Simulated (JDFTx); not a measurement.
Reference run:

System: Pt(111) (Fm-3m bulk; lattice of mp-126, not re-optimised at this level), 1x1 cell of 4 atoms in 4 planes, area 6.73 Å² a face, 6.8 Å between the outermost planes in a cell 22.8 Å high; k mesh 8×8×1, Fermi width 0.01 Ha, no spin polarisation.

The reference is PBE, GBRV ultrasoft potentials, plane waves to 20/100 Ha; code: JDFTx (a modified build). Unrelaxed; liquid: linear PCM (GLSSA13), water, 1 M NaF. Potentials refer to SHE, placed 4.44 V below the bulk liquid's zero by convention.

```csv
k mesh,work function (eV),U_pzc (V),mean C below U_pzc (μF/cm²),k states × plane waves,"cycles, vacuum run","rough core time, vacuum run"
3×3×1,5.62,0.96,13 over 0.5 V,3 × 4420,18,60 s
4×4×1,…,…,13 over 0.5 V,4 × 4423,18,60 s
6×6×1,5.62,0.97,13 over 0.5 V,7 × 4422,18,90 s
8×8×1,5.61,0.96,13 over 0.5 V,10 × 4427,18,2 min
12×12×1,5.60,0.95,13 over 0.5 V,19 × 4426,18,3 min
18×18×1,5.61,0.95,13 over 0.5 V,37 × 4424,18,6 min
```

Q: What belongs in the gaps?

A: 
- 4×4×1, work function (eV): 5.58
- 4×4×1, U_pzc (V): 0.92

Core times come from shared machines and are rough, one run each.
